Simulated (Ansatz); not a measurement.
# Al (fcc): a workflow

**What was measured.** “The interpretation of polycrystalline coherent inelastic neutron scattering from aluminium”, 2013, pmc:3831299 quotes, for a bulk crystal of Al: lattice constant a 4.0495 Å.

The results are compared with them further down.

The computed numbers are results of HSE06, scalar-relativistic (no spin polarisation) in the plane-wave PAW code Ansatz at 420 eV, Γ-centred 10×10×10 mesh, 0.05 eV Gaussian smearing; PAW files: Ansatz's generated set soft_2.

Starting cell:

```
CELL_PARAMETERS angstrom
0.00000 2.02500 2.02500
2.02500 0.00000 2.02500
2.02500 2.02500 0.00000
ATOMIC_POSITIONS crystal
Al 0.00000 0.00000 0.00000
```

The steps in volume:

| run | level | k-mesh | kind | V (Å³/atom) | P (GPa) | E − E(final) (meV/atom) | gap on the mesh (eV) |
| --- | --- | --- | --- | --- | --- | --- | --- |
| 1 | PBE | 8×8×8 | fixed cell | 16.61 | -0.4 | – | metal |
| 2 | PBE | 8×8×8 | fixed cell | 16.54 | -0.1 | – | metal |
| 3 | HSE06 | 10×10×10 | fixed cell | 16.54 | -1.6 | 2.1 | metal |
| 4 | HSE06 | 10×10×10 | fixed cell | 16.37 | -0.9 | 0.7 | metal |
| 5 | HSE06 | 10×10×10 | fixed cell | 16.16 | 0.0 | 0.0 | metal |

The volume is at zero pressure for this level.

The final structure (symmetry read at 0.01 Å). The structure is cubic, space group Fm-3m (No. 225). Conventional cell: a = 4.013 Å, b = 4.013 Å, c = 4.013 Å, α = 90.00°, β = 90.00°, γ = 90.00°. Al (site symmetry m-3m) has 12 Al at 2.84 Å as nearest neighbours. (Neighbours are counted to 15 % beyond the shortest distance.)

At the final geometry the gap, band path included, is zero (metallic). The runs in the table took roughly 0.9 core-minutes.

**What lies behind the numbers.**

With 3 valence electrons in the calculation's cell and no magnetic order, the bands, two electrons each, can't all be full or empty: band theory demands a metal.

**Against experiment.** Against the measured lattice constant a of Al, 4.0495 Å (quoted in “The interpretation of polycrystalline coherent inelastic neutron scattering from aluminium”, 2013, pmc:3831299), the calculated 4.013 Å is off by -0.9 %. The calculation is for a static lattice, without zero-point motion or thermal expansion.

Pressures of hybrids are less tightly converged. For a metal under a hybrid functional this mesh is coarse.
